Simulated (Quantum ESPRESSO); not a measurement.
pw.x input (Quantum ESPRESSO 7.5; PBE, PseudoDojo standard norm-conserving files, scalar-relativistic):

```
&CONTROL
  calculation = 'scf'
  pseudo_dir = './pseudo'
  outdir = './out'
  tprnfor = .true.
  tstress = .true.
/
&SYSTEM
  ibrav = 0
  nat = 2
  ntyp = 2
  ecutwfc = 60.3
  ecutrho = 241.2
  occupations = 'smearing'
  smearing = 'fd'
  degauss = 0.002
  nbnd = 14
/
&ELECTRONS
  conv_thr = 2e-10
/
ATOMIC_SPECIES
Cl 35.4500 Cl.upf
Tl 204.3800 Tl.upf
CELL_PARAMETERS angstrom
  3.768556712000   0.000000000000   0.000000000000
  0.000000000000   3.768556712000   0.000000000000
  0.000000000000   0.000000000000   3.768556712000
ATOMIC_POSITIONS crystal
Cl   0.500000000000   0.500000000000   0.500000000000
Tl   0.000000000000   0.000000000000   0.000000000000
K_POINTS automatic
8 8 8 0 0 0
```

End of the output:

```
     total energy              =    -154.07766810 Ry
     estimated scf accuracy    <       0.00000175 Ry
     total energy              =    -154.07766838 Ry
     estimated scf accuracy    <          9.2E-09 Ry
     total energy              =    -154.07766840 Ry
     estimated scf accuracy    <          7.2E-10 Ry
[...]
     the Fermi energy is     7.3869 ev
!    total energy              =    -154.07766840 Ry
     estimated scf accuracy    <          1.6E-11 Ry
     smearing contrib. (-TS)   =      -0.00000000 Ry
     internal energy E=F+TS    =    -154.07766840 Ry
     The total energy is F=E-TS. E is the sum of the following terms:
     one-electron contribution =     -26.62274043 Ry
     hartree contribution      =      26.75998723 Ry
     xc contribution           =     -46.86689923 Ry
     ewald contribution        =    -107.34801597 Ry
     convergence has been achieved in   9 iterations
     Forces acting on atoms (cartesian axes, Ry/au):
     atom    1 type  1   force =     0.00000000    0.00000000    0.00000000
     atom    2 type  2   force =     0.00000000    0.00000000    0.00000000
     Total force =     0.000000     Total SCF correction =     0.000000
     Computing stress (Cartesian axis) and pressure
          total   stress  (Ry/bohr**3)                   (kbar)     P=       28.56
   0.00019416   0.00000000   0.00000000           28.56        0.00        0.00
   0.00000000   0.00019416   0.00000000            0.00       28.56        0.00
   0.00000000   0.00000000   0.00019416            0.00        0.00       28.56
```
In a gapped system the printed Fermi energy is only some level inside the gap.

Spin-orbit coupling is not included.

Geometry relaxed with PBEsol.
